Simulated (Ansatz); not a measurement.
Cl:
```cif
data_Cl4
_chemical_formula_sum 'Cl4'
_space_group_name_H-M_alt 'P 1'
_space_group_IT_number 1
_cell_length_a 3.60797
_cell_length_b 3.60797
_cell_length_c 7.79469
_cell_angle_alpha 90.000
_cell_angle_beta 90.000
_cell_angle_gamma 61.933
loop_
_space_group_symop_operation_xyz
  'x, y, z'
loop_
_atom_site_label
_atom_site_type_symbol
_atom_site_fract_x
_atom_site_fract_y
_atom_site_fract_z
_atom_site_occupancy
Cl1 Cl 0.63750 0.36250 0.38651 1
Cl2 Cl 0.86250 0.13750 0.88651 1
Cl3 Cl 0.13750 0.86250 0.11349 1
Cl4 Cl 0.36250 0.63750 0.61349 1
```

Relaxed with plane-wave PAW LDA (Ansatz code). Indices refer to the conventional cell of Cmce, a = 6.1874 Å, b = 3.7129 Å, c = 7.7947 Å, α = β = γ = 90.00°.

Question: Simulate the powder diffraction pattern (Ag Kα, λ = 0.560885 Å; lines above 1 %) up to 2θ = 30°.

Answer: Simulated powder pattern, Ag Kα, λ = 0.560885 Å (kinematic, ideal powder, no thermal factors, no anomalous dispersion; the 30 strongest lines at most, above 1 %, up to 2θ = 30°):

```csv
2θ (°),d (Å),I/Imax (%),hkl
8.25,3.897,3.4,(002)
10.40,3.094,86,(200)
10.92,2.947,72,(111)
13.06,2.466,100,(112)
13.29,2.423,1.7,(202)
16.02,2.013,11,(113)
16.55,1.949,19,(004)
17.87,1.806,14,(021)
18.37,1.757,15,(311)
19.43,1.662,2.4,(114)
19.59,1.649,23,(204)
19.74,1.636,27,(312)
20.72,1.560,17,(221)
20.89,1.547,10,(400)
21.40,1.510,13,(023)
21.83,1.481,4.3,(313)
23.11,1.400,10,(115)
23.85,1.357,18,(223)
26.77,1.212,8.4,(404)
26.97,1.203,8.5,(116)
27.05,1.199,7.4,(131)
27.08,1.198,1.6,(206)
27.17,1.194,1.4,(025)
27.52,1.179,5.9,(315)
27.62,1.175,6.9,(421)
27.96,1.161,3.9,(511)
28.01,1.159,4.3,(132)
28.89,1.124,8.2,(512)
29.17,1.114,2.3,(225)
29.55,1.100,2.8,(133)
```

The cell was relaxed with LDA under the symmetry of its start. The substance is a gas or liquid at ambient conditions; this is its low-temperature solid. The volume lies over 15 % below that of the usual cell of this phase: another minimum, or an error of the functional. A crystal of weakly bound units computed without a dispersion correction: the cell and the soft elastic constants depend strongly on that.

Potentials: the earlier of the program's two PAW sets.
